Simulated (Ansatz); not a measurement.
Nb: energy along a strain

Nb, Fm-3m, a = 4.230 Å (as given, not relaxed at this level: -6.9 GPa). This isn't the element's structure at ambient conditions. Ansatz: PBEsol, PAW, 420 eV, Γ-centred 20×20×20 mesh on 1 atom, Gaussian smearing 0.15 eV; no spin polarisation. Cell vectors (Å): 0.000 2.115 2.115; 2.115 0.000 2.115; 2.115 2.115 0.000. The cell is strained by x per cent times the pattern (0 0 0 0 0 1) in the order xx yy zz yz xz xy (engineering shears), with fractional coordinates held. y is the free energy over the start, V0 = 18.922 Å³/atom. Symmetry makes y even in x. Points with a strain past 8.5 % were computed too (2) and aren't used here.

| x (%) | y (meV/atom) |
| --- | --- |
| -5.00 | -7.36 |
| 0.00 | 0.00 |
| 2.50 | ? |
| 6.25 | -10.78 |
| 7.50 | -14.70 |

Question: Fit y = c2 x² + c4 x⁴ to the other rows, get the stiffness along the pattern, and predict the missing energy.

Answer: Least squares on the rows shown. y = −0.3165 x² + 0.0009884 x⁴. The clamped-ion stiffness p·C·p = 2 × -3.165 eV × 160.2 / 18.922 Å³ = -54 GPa, which is C66 in these axes (C44 of the cubic crystal) (second derivative at the start, which stands under stress). At x = 2.50 the fit asked for gives -1.94 meV/atom. The run gave -2.07 meV/atom, so the fit is 0.13 meV/atom too high, a small miss on the scale of the series.